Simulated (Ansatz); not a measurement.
HfRh3:
```
CELL_PARAMETERS angstrom
      3.91623     0.00000     0.00000
      0.00000     3.91623     0.00000
      0.00000     0.00000     3.91623
ATOMIC_POSITIONS crystal
  Hf 0.00000 0.00000 0.00000
  Rh 0.50000 0.00000 0.50000
  Rh 0.00000 0.50000 0.50000
  Rh 0.50000 0.50000 0.00000
```

Relaxed with r²SCAN. Special points in fractions of this cell's reciprocal vectors: Γ (0.000, 0.000, 0.000); X (0.000, 0.500, 0.000); M (0.500, 0.500, 0.000); R (0.500, 0.500, 0.500).

### Question
List the band energies nearest the Fermi level at these points for the program Ansatz at the r²SCAN level (PAW).

### Answer
In eV from the Fermi level; about four levels below and three above (degenerate sets whole), none deeper than 8.9 eV; points with the same levels are listed once.

| k | below | above |
|---|---|---|
| Γ | -2.13 -2.13 -2.13 -0.30 -0.30 | 0.70 1.23 1.23 1.23 |
| X | -1.12 -1.12 -1.02 -0.04 | 1.24 2.16 2.16 |
| M | -1.52 -1.52 -1.37 -0.97 -0.67 | 2.94 2.94 3.33 3.33 |
| R | -2.12 -2.12 -2.12 -1.71 -1.71 | 0.80 0.80 0.80 |

Space group Pm-3m (Cu3Au type). The workflow started from a Materials Project entry (that database holds measured and hypothetical structures alike); the Crystallography Open Database files this formula in space group No. 221, but the cells were not matched. Its standing as an ambient phase is unchecked. The cell was relaxed with r²SCAN under the symmetry of its start; its stability against distortions is not shown here. No spin polarisation was allowed. Spin–orbit coupling is left out wherever it is not named.

Potentials: the later of the program's two PAW sets.
